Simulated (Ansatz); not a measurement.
MoW (Cmcm) was relaxed and computed twice in Ansatz (plane waves, PAW), once with PBEsol and once with r²SCAN.

```tsv
	run 1	run 2
cell	a = 2.574 Å, b = 10.609 Å, c = 4.629 Å, α = 90.00°, β = 90.00°, γ = 90.00°	a = 2.585 Å, b = 10.612 Å, c = 4.687 Å, α = 90.00°, β = 90.00°, γ = 90.00°
ΔH_f (eV/atom)	0.42	0.46
B₀ by P(V) fit (GPa)	276	268
```

Q: Which run used which functional?

A: Run 1 is PBEsol, run 2 is r²SCAN.

Typed or built starts, not in the databases checked: MoW, Cmcm (W on 4c, Mo on 4c). All cells were relaxed under the symmetry of their starts (and spin orders); stability against distortions was not tested throughout. Rows with no word on spin ran without spin polarisation. Scalar-relativistic: spin–orbit coupling is off unless named, which matters more the heavier the elements.

Potentials: the later of the program's two PAW sets.

Ansatz (a quantum-chemistry and plane-wave program) is a plane-wave DFT program.

Formation energies count from the lowest solids of the elements computed at the same level, not from gases.
